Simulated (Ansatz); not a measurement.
Consider the following.

Eu (bcc, W type)

```xyz
4
Lattice="-8.7677 8.7677 8.7677 2.1919 -2.1919 2.1919 2.1919 2.1919 -2.1919" Properties=species:S:1:pos:R:3 pbc="T T T"
Eu     0.0000     0.0000     0.0000
Eu    -4.3839     4.3839     4.3839
Eu    -2.1919     2.1919     2.1919
Eu    -6.5758     6.5758     6.5758
```

In this cell atom 3 (Eu, nearest neighbour Eu at 3.797 Å; its periodic images, 3.8 Å or more away, move with it) is moved by s towards the nearest neighbour, unit vector (-0.577, -0.577, -0.577); all other atoms and the cell stay fixed.

Level of theory: PBE (plane waves to 420 eV, PAW, scalar-relativistic; Ansatz, a quantum-chemistry and plane-wave program). k mesh 3×12×12 (Γ-centred), Fermi-Dirac smearing 0.05 eV. Energies are smeared free energies. With partly filled bands, energies and forces of such displacements shift with the k mesh and the smearing. Eu was relaxed with its symmetry unable to fall. Relaxed Eu ends ferromagnetic. The relaxed volume of Eu is well below the measured one. The magnetic order is the one the run started from; other orders were not tried. The filling of the f shell was not checked against other fillings, so treat energies with care. ΔE is measured from the undisplaced structure.

The scan covers s from -0.760 to 0.760 Å in 11 points.

Problem. Is the energy the same for equal positive and negative displacements?

Solution. Even: the same for both signs. With its periodic images moving along, the atom's site symmetry in this cell is mmm.

Problem. What is the force constant k = d²E/ds² of this move at s = 0?

Solution. 1.57 eV/Å².

(A displaced cell: forces are minus the slopes of the energy, force constants its curvatures, and phonons follow from these.)
